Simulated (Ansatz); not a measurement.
# Te, omega (AlB2-type): geometry optimisation

Level of theory: DFT, PBEsol, plane waves (420 eV) with PAW, scalar-relativistic (Ansatz). (PAW data from PBE, frozen cores regenerated.)

k-point mesh 7×7×9, Fermi-Dirac smearing 0.1 eV, no spin polarisation. Cell and atoms relax.

Starting structure:

```yaml
crystal:
  lattice:
    - [5.4620799878, 0.0, 0.0]
    - [-2.7310399939, 4.7303000269, 0.0]
    - [0.0, 0.0, 3.3482550325]
  atoms:
    - { symbol: Te, position: [0.0, 0.0, 0.0] }
    - { symbol: Te, position: [0.3333333333, 0.6666666667, 0.5] }
    - { symbol: Te, position: [0.6666666667, 0.3333333333, 0.5] }
hamiltonian:
  xc: pbesol
  pseudopotentials:
    kind: paw
    azcp:
      Te: "pseudopotentials/Te.paw.azcp"
basis:
  ecutwfc: 420
  fft_grid_basis: typed
kpoints:
  mp_grid: { grid: [7, 7, 9], shift: [0, 0, 0] }
magnetization:
  spin_polarized: false
scf:
  occupations: { method: fermi_dirac, width: 0.1 }
relax:
  max_steps: 60
  f_tol: 0.01
  cell: {}
```

What cell does the relaxation end in?

P6/mmm with a = 5.420 Å, c = 3.240 Å (c/a = 0.598); 27.48 Å³ per atom against 28.84 at the start (-4.7 %).

How much energy does the relaxation gain?

13.1 meV per atom.
